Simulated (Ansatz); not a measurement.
CsRb: enthalpy against pressure

CsRb, Cmmm, a = 5.836 Å, b = 8.217 Å, c = 8.092 Å. The structure is a Materials Project entry; whether it is the stable form wasn't checked. Ansatz: PBEsol, PAW, 420 eV, Γ-centred 10×10×6 mesh on 2 atoms, Gaussian smearing 0.10 eV; no spin polarisation. Cell and atoms are relaxed at each pressure, and no other structure is tried, so the rows at high pressure may lie past a change of phase. y is the enthalpy over the state at zero pressure; there V0 = 96.998 Å³/atom. The pressures are the targets, met within 0.02 GPa.

```
P (GPa) y (eV/atom)
    0.0       0.0000
    2.0       0.9472
    5.0       1.9446
   10.0       3.1963
   20.0            ?
   40.0       7.8230
```

**Question.** Fit y = c1 P + c2 P² + c3 P³ to the other rows, say what c1 and c2 mean, and predict the missing value.

**Answer.** Least squares on the rows shown. y = 0.48845 P − 0.020167 P² + 0.00032113 P³. Since dH/dP = V, c1 is V0: 0.48845 eV/GPa × 160.2 = 78.250 Å³ against 96.998; c2 = −V0/(2B0) gives B0 = 12 GPa, where a Birch–Murnaghan fit to the volumes of the same runs (not shown) gives 2.2 GPa. The volume falls by 79 % over the range, most steeply at the start, which a cubic can't follow: here c1 isn't V0 and c2 doesn't give B0. Above P = −c2/(3 c3) = 21 GPa the cubic's slope, the volume, would rise with pressure, so the form fails there. At P = 20.0 the fit asked for gives 4.2712 eV/atom. The run gave 5.0004 eV/atom, so the fit is 0.7292 eV/atom too low, 9.3 % of the span of the series, against an rms of 0.0297 eV/atom on the fitted rows. With a term in P⁴ added, a fit to the same known rows (none to spare) predicts 6.8517 eV/atom, which misses by about as much or more on the other side: the known rows don't fix the higher terms.

The mesh isn't the same in all rows (10×10×6, 12×12×8, 14×14×10).